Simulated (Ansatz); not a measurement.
Relaxed-ion elastic tensor of InTe (rock salt, Fm-3m) in GPa (Voigt order), the program Ansatz at the LDA level (PAW); density 7.11 g/cm³, 28.33 Å³ per atom.

```
      1     2     3     4     5     6
-  ----  ----  ----  ----  ----  ----
1  93.9  32.3  32.3   0.0   0.0   0.0
2  32.3  93.9  32.3   0.0   0.0   0.0
3  32.3  32.3  93.9   0.0   0.0   0.0
4   0.0   0.0   0.0  12.2   0.0   0.0
5   0.0   0.0   0.0   0.0  12.2   0.0
6   0.0   0.0   0.0   0.0   0.0  12.2
```

Task: Is the crystal mechanically stable?

Result: Yes: the smallest eigenvalue of C is 12.2 GPa.

Task: Work out the Voigt, Reuss and Hill averages.

Result: K_V = 52.9, K_R = 52.9, K_H = 52.9; G_V = 19.6, G_R = 16.1, G_H = 17.8 GPa.

Task: Give Young's modulus, Poisson's ratio, Pugh's ratio and the universal anisotropy index.

Result: E = 9KG/(3K + G) = 48.1 GPa; ν = 0.35; K/G = 2.96 (ductile by the Pugh limit of 1.75); A_U = 5G_V/G_R + K_V/K_R − 6 = 1.11.

Task: Estimate the sound speeds and the Debye temperature.

Result: v_l = √((K + 4G/3)/ρ) = 3280 m/s, v_t = √(G/ρ) = 1580 m/s, mean 1780 m/s; Θ = (h/k)(3n/4πV)^(1/3) v_m = 174 K.

Task: Give the Zener ratio and Young's modulus along [100], [110] and [111].

Result: A = 2C44/(C11 − C12) = 0.40; 1/E = S11 − 2(S11 − S12 − S44/2)Γ with Γ = 0, 1/4, 1/3 gives 77.4, 39.5, 33.9 GPa.

The first step of the workflow began from a Materials Project structure, measured or hypothetical; the Crystallography Open Database files this formula in space group No. 225, but the cells were not matched. Whether it is the stable phase at ambient conditions was not checked. Symmetry was held in the LDA relaxation; its stability against distortions is not shown here. With an odd number of electrons in the cell and no spin polarisation, the count alone makes it a metal. As this level gives no gap, shear constants depend on the k-mesh and smearing (Fermi–Dirac, 0.1 eV here). Spin–orbit coupling is left out wherever it is not named.

Potentials: the later of the program's two PAW sets.
